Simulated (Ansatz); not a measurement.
# PbSe in Ansatz, settings compared

Input:

```yaml
crystal:
  lattice:
    - [0.0, 3.076864, 3.076864]
    - [3.076864, 0.0, 3.076864]
    - [3.076864, 3.076864, 0.0]
  atoms:
    - { symbol: Pb, position: [0.0, 0.0, 0.0] }
    - { symbol: Se, position: [0.5, 0.5, 0.5] }
  symmetry: { tolerance: 0.0003 }
kpoints:
  mp_grid: { grid: [5, 5, 5], shift: [0, 0, 0] }
magnetization:
  spin_polarized: false
scf:
  occupations: { method: fermi_dirac, width: 0.0315 }
hamiltonian:
  pseudopotentials: { kind: paw }
  xc: pbe
basis:
  ecutwfc: 420
output:
  forces: true
  stress: true
  eigenvalues: true
```

The command:

```bash
ansatz run input.yaml --threads 1 --pin off --max-ram 2560MiB --backend cpu --events-out ev --progress --plain --runs-dir out
```

Origin of the cell: a database entry, scaled a little.

Output of this run (shortened):

```
Pseudopotentials: kind: paw
Pseudopotential: Pb, paw, valence charge 14, recommended cutoff 420 eV (normal), Pb.paw.azcp
Pseudopotential: Se, paw, valence charge 16, recommended cutoff 420 eV (normal), Se.paw.azcp
Functional definition: PBE
  exchange = pbe_x(kappa = kappa, mu = beta*pi^2/3)
  correlation = pbe_c(beta = beta)
Crystal: 2 atoms, lattice volume = 58.258 Å³
Basis set: ecut = 420 eV, 1139 PW (Γ), exchange–correlation on 60×60×60 points (8 copies of the dense FFT grid, shifted against one another)
Bands: 19, of which v1, the nominal top of the filled ones, is band 15 counted from 1 (14 counted from 0)
Symmetry: 48 space group operations
Space group: Fm-3m (ITA 225), of the structure as read, at distance tolerance 1.2e-3 Å
k-points: 10 of 125
[… 4 lines left out …]
Initial density: superposition of atomic densities (neutral atoms: chi_scale 0, normalization atom), corrected by the library's trained network
Functional: x = pbe(κ = 0.804, μ = 0.219515), c = pbe(β = 0.066725)
SCF iter   1: F=—  HF=-17376.626057 eV  Δρ=4.75e-4  dr2=8.78e-5
SCF iter   2: F=—  HF=-17376.625167 eV  Δρ=2.78e-4  dr2=2.85e-5
SCF iter   3: F=—  HF=-17376.625170 eV  Δρ=1.58e-4  dr2=6.41e-6
SCF iter   4: F=—  HF=-17376.625193 eV  Δρ=6.30e-5  dr2=2.27e-6
SCF iter   5: F=—  HF=-17376.625191 eV  Δρ=3.93e-5  dr2=8.92e-7
SCF iter   6: F=—  HF=-17376.625191 eV  Δρ=1.81e-5  dr2=1.87e-7
SCF iter   7: F=-17376.625191 eV  HF=-17376.625191 eV  Δρ=2.01e-6  dr2=2.47e-9
SCF 1 converged in 7 iterations: F = -17376.625191 eV  dr2 = 2.47e-9
SCF converged after 7 iterations
Free energy (F): -17376.625191 eV
Harris-Foulkes:  -17376.625191 eV  (|F-HF|=2.33e-9)
Internal energy: -17376.625191 eV  (E = F + TS)
E sigma→0 (E₀):  -17376.625191 eV
Fermi energy:    9.007501 eV
--- Per-component energies (eV) ---
  E_band       = -431.378007
  E_kinetic    = 405.723765
  E_local      = -3552.677588  (includes V_loc(G=0)·N_el)
  E_nonlocal   = -245.906166
  E_hartree    = 1652.411794
  E_xc         = -325.567626
  E_vxc        = -231.198002  (∫ρ·V_xc dr)
  E_paw        = -12314.772134  (= ΣΔE_a)
  E_vpaw       = -112.144901  (= ΣTr[D̂ρ^β])
  E_aug_tail   = -0.000623  (compensation charges beyond the density's cutoff)
  E_ewald      = -2995.836612
  E_smearing   = -0.000000  (= −TS)
  Σ components = -17376.625191   (vs F -17376.625191, Δ=0.00e0)
--- Forces (eV/Å), atoms counted from 1 ---
  atom   1  Pb    -0.000000     0.000000    -0.000000
  atom   2  Se     0.000000    -0.000000    -0.000000
  max |Σ_I F_I| component: 0.0 eV/Å
--- Stress (GPa, compression-positive) ---
        1.399566       0.000000      -0.000000
        0.000000       1.399566       0.000000
        0.000000       0.000000       1.399566
  P = ⅓ Tr σ = 1.3996 GPa (13.996 kbar)
```

The same input was run again with these changes:

1. `basis.ecutrho_ratio` default → 6; `scf.algorithm` default → direct_min; `scf.initial_density.chi_scale` default → 0.1
2. `scf.occupations.method` fermi_dirac → gaussian; `scf.occupations.width` 0.0315 → 0.001; `scf.convergence.dr2_threshold` default → 1.0e-08; `hamiltonian.xc` pbe → rpbe
3. `scf.initial_density.chi_scale` default → 0.3; `scf.convergence.dr2_threshold` default → 1.0e-11
4. `basis.ecutwfc` 420 → "44.1 Ry"

```tsv
run	end	SCF iterations	P (GPa)	max force component (eV/Å)	moment (μB)	ΔE(σ→0) (meV/atom)
base	converged	7	1.40	0.000	–	0
1	converged	6	1.40	0.000	–	0.01
2	converged	7	3.18	0.000	–	–
3	converged	9	1.40	0.000	–	0.00
4	converged	6	1.40	0.000	–	-0.57
```

Energies are compared only where functional, datasets, charge and starting cell are the same.

Caveats of the base run: no spin-orbit coupling, though heavy elements are present.

Run 2: forces of this functional can be a tenth off on datasets made under PBE.

Time of the base run: 1.4 s on 1 thread of Arm Neoverse V1, with other jobs on the host, peak memory 0.29 GiB, from the program's own first density.
